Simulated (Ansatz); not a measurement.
Sr₂SnO₄:
Space group I4/mmm (No. 139); a = b = 4.013 Å, c = 12.405 Å, α = β = γ = 90.00°

```tsv
atom	site	symmetry	x	y	z
Sr	4e	4mm	0.0000	0.0000	0.3540
Sn	2a	4/mmm	0.0000	0.0000	0.0000
O	4e	4mm	0.0000	0.0000	0.1648
O	4c	mmm.	0.0000	0.5000	0.0000
```
(The calculation used a cell of 7 atoms; values per cell refer to that cell.)

Relaxed with LDA.

### Question
Which orbitals make up the states near the band edges in LDA (plane waves, PAW; program Ansatz)?

### Answer
Top 1 eV of the valence band: O 2p 95 %. Bottom 1 eV of the conduction band: Sn 5s 29 %, O 2p 24 %, O 2s 22 %, Sr 5s 18 %. Projections are on Löwdin-orthogonalised atomic valence shells; empty p or d shells of many metals are not among them.

### Question
Tabulate the density of states.

### Answer
States/eV per cell of 7 atoms, in 0.25 eV bins, energy from the valence-band maximum.

```tsv
E (eV)	total	O 2p	Sn 5p	Sr 5s
-7.85	0.63	0.34	0.01	0.00
-7.60	0.65	0.36	0.02	0.00
-7.35	0.65	0.36	0.03	0.00
-7.10	0.66	0.38	0.04	0.00
-6.85	0.68	0.39	0.04	0.00
-6.60	0.70	0.42	0.05	0.00
-6.35	0.74	0.44	0.06	0.00
-6.10	0.88	0.53	0.08	0.00
-5.85	1.07	0.65	0.09	0.00
-5.60	0.64	0.41	0.08	0.00
-5.35	0.39	0.27	0.08	0.00
-5.10	0.73	0.54	0.17	0.00
-4.85	1.07	0.79	0.23	0.00
-4.60	0.83	0.61	0.16	0.00
-4.35	0.61	0.45	0.11	0.00
-4.10	0.56	0.41	0.09	0.00
-3.85	0.56	0.42	0.09	0.00
-3.60	2.00	1.51	0.27	0.05
-3.35	4.42	3.44	0.47	0.17
-3.10	2.88	2.29	0.24	0.11
-2.85	1.73	1.39	0.08	0.08
-2.60	6.26	5.10	0.25	0.24
-2.35	4.79	4.01	0.19	0.16
-2.10	3.96	3.57	0.05	0.08
-1.85	4.68	4.23	0.07	0.08
-1.60	7.38	6.67	0.10	0.13
-1.35	9.06	8.18	0.10	0.17
-1.10	4.40	4.05	0.03	0.07
-0.85	11.38	10.67	0.03	0.09
-0.60	11.77	11.14	0.03	0.05
-0.35	7.53	7.24	0.01	0.06
-0.10	1.39	1.36	0.00	0.01
0.15	0.00	0.00	0.00	0.00
0.40	0.00	0.00	0.00	0.00
0.65	0.00	0.00	0.00	0.00
0.90	0.00	0.00	0.00	0.00
1.15	0.00	0.00	0.00	0.00
1.40	0.00	0.00	0.00	0.00
1.65	0.00	0.00	0.00	0.00
1.90	0.00	0.00	0.00	0.00
2.15	0.00	0.00	0.00	0.00
2.40	0.00	0.00	0.00	0.00
2.65	0.00	0.00	0.00	0.00
2.90	0.00	0.00	0.00	0.00
3.15	0.02	0.00	0.00	0.00
3.40	0.09	0.02	0.00	0.02
3.65	0.16	0.04	0.00	0.04
3.90	0.30	0.08	0.00	0.05
4.15	0.39	0.11	0.01	0.05
4.40	0.45	0.11	0.01	0.05
4.65	0.60	0.12	0.02	0.04
4.90	0.85	0.14	0.02	0.08
5.15	1.39	0.19	0.05	0.22
5.40	2.18	0.24	0.14	0.32
5.65	3.01	0.31	0.25	0.50
5.90	4.38	0.41	0.35	0.88
6.15	5.18	0.52	0.32	1.07
6.40	3.22	0.44	0.25	0.65
6.65	2.48	0.36	0.26	0.17
6.90	1.80	0.11	0.14	0.05
7.15	4.14	0.32	0.50	0.19
7.40	4.46	0.23	0.52	0.11
7.65	5.20	0.28	0.61	0.12
7.90	6.06	0.34	0.49	0.27
```

The workflow started from a Materials Project entry (that database holds measured and hypothetical structures alike); the Crystallography Open Database files this formula in space group No. 139, but the cells were not matched. Its standing as an ambient phase is unchecked. Symmetry was held in the LDA relaxation; of distortions, only those at the zone centre were tested. Scalar-relativistic: spin–orbit coupling is off unless named, which matters more the heavier the elements.

Potentials: the later of the program's two PAW sets.
